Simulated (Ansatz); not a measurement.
**IrO: magnetovolume behaviour**

Level of theory: Ansatz, DFT r2SCAN, scalar-relativistic, plane waves, PAW.

```xyz
4
Lattice="2.7858 0.0000 0.0000 0.0000 2.7858 0.0000 0.0000 0.0000 5.5716" Properties=species:S:1:pos:R:3 pbc="T T T"
Ir    2.7858    2.7858    5.5716
O     1.3929    1.3929    1.3929
Ir    2.7858    2.7858    2.7858
O     1.3929    1.3929    4.1787
```

```json
{"plane-wave cutoff": "500 eV", "Γ-centred k-mesh": "16×16×8", "occupation rule": "Gaussian smearing, 0.1 eV", "list of starting moments (μB, in atom order)": "1 0 -1 0", "check for lower electronic states after the SCF": "asked for but not made"}
```

The cell is scaled evenly at fixed fractional positions, V₀ being the volume of the cell shown; start: antiferromagnetic, doubled cell, propagation vector (0, 0, 1/2). The states are those that the runs reached from these starts; a lower one can exist. Energies are extrapolated to zero smearing.

Site moments are spin moments in atom-centred spheres that scale with the neighbour distance.

```
 V/V₀  E above lowest (meV/atom) P (GPa) cell moment (μB) site moments (μB)
0.800                          ?        ?                 ?                   ?
0.860                      277.2     60.7              0.00  Ir +0.47, Ir -0.47
0.920                       95.3     31.2              0.00  Ir +0.84, Ir -0.84
0.960                       31.4     16.8              0.00  Ir +1.04, Ir -1.04
1.000                        2.1      5.4              0.00  Ir +1.21, Ir -1.21
1.040                        0.0     -3.4              0.00  Ir +1.37, Ir -1.37
1.100                       33.8    -12.9              0.00  Ir +1.61, Ir -1.61
1.180                          ?        ?                 ?                   ?
```

Question: Fill in the withheld rows.

Answer: The withheld rows:

```
 V/V₀  E above lowest (meV/atom) P (GPa) cell moment (μB) site moments (μB)
0.800                      605.7    104.3              0.00      none over 0.05
1.180                      129.1    -21.9              0.00  Ir +1.81, Ir -1.81
```

Cost: 8 runs of about 14 core-minutes in all, on Oxide Virtual Turin-like Processor (Zen 5) (shared hosts).